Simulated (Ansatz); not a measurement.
Values for one crystal, relaxed and computed with r²SCAN (plane waves, PAW; program Ansatz); other levels are named.

```yaml
volume_per_atom: 17.84 Å³
electronic_character: metallic (no gap)
Elastic constants (relaxed ions, GPa): C11 = 178, C12 = 55.1, C44 = -17.5
Bulk modulus (Birch–Murnaghan fit): 96.1 GPa
Density of states at the Fermi level: 0.27 states/eV per atom (mean over ±0.08 eV)
Gap with spin–orbit coupling: none (metallic)
Pressure derivative B′: 5.7
```

Question: Which compound is it?
A. Cs, simple cubic
B. Mn, body-centred tetragonal
C. Al, A15 (β-W type)
D. Ag, A15 (β-W type)

Answer: D, Ag, A15 (β-W type)

Space group Pm-3n (A15 (β-W type)). The start of the workflow was typed in or built on a structure type; neither database checked (COD, Materials Project) lists it. It is not the phase usual at ambient conditions (space group No. 225). Symmetry was held in the r²SCAN relaxation. At this level the phase is mechanically unstable. The run is not spin-polarised. As this level gives no gap, shear constants depend on the k-mesh and smearing (Fermi–Dirac, 0.1 eV here). Spin–orbit coupling is left out wherever it is not named.

Potentials: the later of the program's two PAW sets.
